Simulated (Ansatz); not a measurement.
SiSTe, SnSTe, PbSTe: one prototype (Janus 1T monolayer), with Si, Sn, Pb on the same site. Each was relaxed with r2SCAN in the PAW code Ansatz, and the gaps are read on those cells (d direct, i indirect). Simulated, non-magnetic, generated structures, which need not be known phases.

```
compound  a (Å)        gap, PBE (eV)     gap, r2SCAN (eV)
   SiSTe  3.539  none (overlap 0.86)  none (overlap 0.73)
   SnSTe  3.897  none (overlap 0.25)  none (overlap 0.09)
```

Q: Fill in the row for PbSTe.

A:
```csv
compound,a (Å),"gap, PBE (eV)","gap, r2SCAN (eV)"
PbSTe,3.836,none (overlap 1.48),none (overlap 1.50)
```
Pb is surrounded by 3 S at 2.68 Å and 3 Te at 3.26 Å; S is surrounded by 3 Pb at 2.68 Å; Te is surrounded by 3 Pb at 3.26 Å.

No spin-orbit coupling is included; it can move band edges with weight on the heavy atoms by tenths of an eV.

Where bands overlap the cell is a metal at that level, and these k meshes limit energies, forces and stress.

For some runs the program warns that the potential is rough where the density is thin, which bears on empty states near the vacuum.
